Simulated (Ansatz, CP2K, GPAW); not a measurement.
**One calculation of AlSn, 3 ways**

```
Sn Al
1.0
     4.19811    0.00000    0.00000
    -2.09905    3.63567    0.00000
     0.00000    0.00000    3.30685
Sn Al
1 1
Cartesian
  0.0000 0.0000 1.6534
  2.0991 1.2119 0.0000
```

The cell comes from a database or a generator and needn't be the stable form of this composition.

Alike in all runs: task single point; functional PBEsol; k mesh 7 × 7 × 8; occupations gaussian, width 0.02 eV; no spin polarisation; no spin-orbit coupling. Pressure is positive in compression and, in plane waves, holds the error of the finite cutoff.

| program and potentials | plane-wave cutoff (eV) | notes | pressure (GPa) |
| --- | --- | --- | --- |
| GPAW, PAW data sets generated for this functional | 600 | 8.5 valence electrons an atom on average | -1.87 |
| CP2K, POTENTIAL_UZH Sn GTH-PBE-q4, Al GTH-PBE-q3; TZVP-MOLOPT-PBE-GTH basis | - | atomic basis; potentials made for PBE; 3.5 valence electrons an atom on average | 0.56 |
| Ansatz, all-electron LAPW, scalar-relativistic | - | - | ? |

Q: Estimate from the other rows what the run with Ansatz, all-electron LAPW, scalar-relativistic gave.

A: Pressure -1.76 GPa. The other rows, which needn't bracket it: pressure -1.87 to 0.56.
